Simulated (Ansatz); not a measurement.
Na₃Cl:
```
CELL_PARAMETERS angstrom
      3.49219     0.00000     0.00000
      0.00000     3.49219     0.00000
      0.00000     0.00000     9.48433
ATOMIC_POSITIONS crystal
  Na 0.00000 0.00000 0.50000
  Na 0.50000 0.50000 0.82329
  Na 0.50000 0.50000 0.17671
  Cl 0.00000 0.00000 0.00000
```

Relaxed with PBEsol. Special points in fractions of this cell's reciprocal vectors: Γ (0.000, 0.000, 0.000); X (0.000, 0.500, 0.000); M (0.500, 0.500, 0.000); Z (0.000, 0.000, 0.500); R (0.000, 0.500, 0.500); A (0.500, 0.500, 0.500).

### Question
List the band energies nearest the Fermi level at these points for plane-wave PAW PBEsol (Ansatz code).

### Answer
In eV from the Fermi level; about four levels below and three above (degenerate sets whole), none deeper than 8.9 eV; points with the same levels are listed once.

```json
[
 {"k": "Γ", "below": "-4.19 -4.19 -2.85 -0.66", "above": "0.69 3.34 5.15"},
 {"k": "X", "below": "-6.50 -5.25 -3.94", "above": "0.21 0.27 1.18"},
 {"k": "M", "below": "-5.93 -5.93 -4.87", "above": "2.19 2.95 2.95"},
 {"k": "Z", "below": "-4.19 -4.19 -2.50 -1.56", "above": "2.19 2.47 5.16"},
 {"k": "R", "below": "-6.50 -5.26 -3.94", "above": "0.03 0.60 1.24"},
 {"k": "A", "below": "-5.93 -5.93 -4.87", "above": "2.27 2.61 2.61"}
]
```

Space group P4/mmm. The workflow started from a Materials Project entry (that database holds measured and hypothetical structures alike); the Crystallography Open Database copy checked does not list it. Its standing as an ambient phase is unchecked. Symmetry was held in the PBEsol relaxation; of distortions, only those at the zone centre were tested.

Potentials: the later of the program's two PAW sets.
